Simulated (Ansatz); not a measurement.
Trial structure of Ge7I, not yet relaxed:

```cif
data_structure
_symmetry_space_group_name_H-M 'P-43m'
_symmetry_Int_Tables_number 215
_cell_length_a 6.1664
_cell_length_b 6.1664
_cell_length_c 6.1664
_cell_angle_alpha 90.000
_cell_angle_beta 90.000
_cell_angle_gamma 90.000
_cell_volume 234.47
loop_
_atom_site_label
_atom_site_type_symbol
_atom_site_symmetry_multiplicity
_atom_site_Wyckoff_symbol
_atom_site_fract_x
_atom_site_fract_y
_atom_site_fract_z
_atom_site_occupancy
Ge1 Ge 4 e 0.25262 0.25262 0.25262 1
Ge2 Ge 3 c 0.00000 0.50000 0.50000 1
I1 I 1 a 0.00000 0.00000 0.00000 1
```

The calculation used DFT PBE, scalar-relativistic, plane waves, PAW (Ansatz). Cutoff 420 eV; k points 4×4×4 on the computed 8-atom cell (Γ-centred); Gaussian smearing, width 0.10 eV; no spin polarisation.

Energies over the elements count from the elements' standard structures at the same level, with no fitted energy shifts.

Problem. Estimate its pressure, forces and energy as it stands.

Solution. The pressure is -0.1 GPa (near zero), the largest force is 2.10 eV/Å, and the energy is +0.40 eV/atom against the elements. The shortest distance is 2.66 Å.

Problem. How much does it gain on relaxing, and where does it end?

Solution. Relaxing gains about 0.19 eV/atom (the start's value is from the coarse mesh, so the gain is rough) in 8 ionic steps and ends at +0.21 eV/atom on the finer mesh. The symmetry stays P-43m (No. 215). The volume per atom shrinks by 3.2 %, from 29.3 to 28.4 Å³. The shortest distance goes from 2.66 Å (Ge–Ge) to 2.53 Å (Ge–Ge). Conventional cell: a = 6.100 Å. Ge on a site of symmetry 3m has 3 Ge at 2.53 Å and 1 I at 3.06 Å; Ge on a site of symmetry -42m has 4 Ge at 2.53 Å; I has 4 Ge at 3.06 Å.

The last run used a 6×6×6 mesh for its 8-atom cell and Gaussian smearing of 0.10 eV. These runs have no spin–orbit coupling, which can matter for I. The reference form of I is held partly by dispersion forces, which this level lacks. The relaxation can't lower the symmetry of the start. Symmetry constrained the relaxation, so the result can be a saddle point.
